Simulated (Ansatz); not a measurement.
W (bcc (W type), Im-3m) under volume change, DFT-LDA in the program Ansatz with PAW potentials, scaled uniformly.

```
V (Å³/atom)  E − E(relaxed) (meV/atom)  P (GPa)
-----------  -------------------------  -------
14.035                           153.0    38.17
14.497                            64.5    23.50
14.960                            15.3    10.87
15.423                             0.0     0.00
15.885                            13.9    -9.39
16.348                            52.9   -17.44
16.811                           113.5   -24.31
```

**Question.** What does a third-order Birch–Murnaghan fit give for V₀, B₀ and B′?

**Answer.** V₀ = 15.42 Å³/atom, B₀ = 335 GPa, B′ = 4.0.

The LDA relaxation kept the symmetry of its start. No spin polarisation was allowed. Spin–orbit coupling is left out wherever it is not named.

Potentials: the earlier of the program's two PAW sets. The files were generated under PBE; for other functionals the program regenerates the frozen cores, and for LDA and PBEsol the local potential too.
